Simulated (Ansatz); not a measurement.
## ReP (zincblende structure)

Computed with Ansatz (plane waves, PAW, 420 eV cutoff): PBEsol, scalar-relativistic, no spin polarisation, 12×12×12 k-mesh, Gaussian smearing of 0.05 eV; PAW files: Ansatz's generated set soft_2.

```cif
data_structure
_symmetry_space_group_name_H-M 'F-43m'
_symmetry_Int_Tables_number 216
_cell_length_a 5.2593
_cell_length_b 5.2593
_cell_length_c 5.2593
_cell_angle_alpha 90.000
_cell_angle_beta 90.000
_cell_angle_gamma 90.000
_cell_volume 145.48
loop_
_atom_site_label
_atom_site_type_symbol
_atom_site_symmetry_multiplicity
_atom_site_Wyckoff_symbol
_atom_site_fract_x
_atom_site_fract_y
_atom_site_fract_z
_atom_site_occupancy
Re1 Re 4 a 0.00000 0.00000 0.00000 1
P1 P 4 d 0.25000 0.25000 0.75000 1
```

The start was a prototype's sites filled with these elements, not a measured cell.

The cell above was scaled in volume, its shape and atoms being fixed by the lattice's symmetry. Energies are counted from the cell above.

```csv
V (Å³/atom),ΔE (meV/atom),P from the stress (GPa)
17.457,17.42,7.94
17.821,4.20,3.76
18.185,0.00,0.00
18.548,3.91,-3.39
18.912,15.12,-6.44
```

**Question.** Do the energies and the pressures agree? Compare −ΔE/ΔV between neighbouring points (1 meV/Å³ = 0.1602 GPa) with the mean of their pressures.

**Answer.** 
| interval (Å³/atom) | −ΔE/ΔV (GPa) | mean P (GPa) |
| --- | --- | --- |
| 17.46 to 17.82 | 5.8 | 5.9 |
| 17.82 to 18.18 | 1.9 | 1.9 |
| 18.18 to 18.55 | -1.7 | -1.7 |
| 18.55 to 18.91 | -4.9 | -4.9 |
They differ by 0.03 GPa at most.

**Question.** What do the two routes give for V0, B0 and B0′?

**Answer.** A third-order Birch–Murnaghan fit of the energies: V0 = 18.18 Å³/atom, B0 = 178 GPa, B0′ = 4.2. A polynomial of P in ln V, with B = −dP/d ln V at P = 0: V0 = 18.18 Å³/atom, B0 = 178 GPa, B0′ = 4.2.

B0·V0 = 178.5 GPa × 18.18 Å³ = 20.26 eV/atom sets the scale: near the minimum ΔE ≈ ½ B0 V0 x², with x = V/V0 − 1, and a pressure of 1.8 GPa squeezes the volume by about 1 %. At the ends of the curve: x = −4.0 % predicts 16.2 meV/atom and the run gives 17.4; x = +4.0 % predicts 16.2 meV/atom and the run gives 15.1. Compression costs more and expansion less than the parabola says, since the crystal stiffens as it shrinks; B0′ measures that.

These numbers lack spin–orbit coupling. The run is a metal.
